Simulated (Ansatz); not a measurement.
V2O5 in space group P2_1/m (No. 11; Pearson symbol mP14), r²SCAN+D4 (plane waves, PAW; program Ansatz), all energies at zero smearing, with the estimated change up to a 700 eV cutoff added, with one set of potentials and settings (totals compare only within such a set). Cell of 14 atoms (4 V, 10 O): -17363.465 eV.

```
element                            reference phase  E (eV/atom)
-------  -----------------------------------------  -----------
V                       Im-3m, 1 atoms in the cell   -2917.1621
O        C2/m, 4 atoms in the cell, spin-polarised    -566.0614
```

Formation energy per atom, worked out: (-17363.465 − 4×(-2917.1621) − 10×(-566.0614))/14 = -2.443 eV/atom (-236 kJ per mol of atoms), at 0 K, without zero-point energy or fitted corrections.

The workflow started from a Materials Project entry (that database holds measured and hypothetical structures alike); the Crystallography Open Database copy checked does not list it. COD files the formula under space group No. 31, 59. Whether it is the stable phase at ambient conditions was not checked. The cell was relaxed with r²SCAN+D4 under the symmetry of its start; whether a distortion lowers the energy is not shown. No spin polarisation was allowed. No Hubbard U is applied. The references are the lowest solids computed at this level, not always the standard phases (solids in place of the gases).

Potentials: the earlier of the program's two PAW sets. The files were generated under PBE; for other functionals the program regenerates the frozen cores, and for LDA and PBEsol the local potential too.
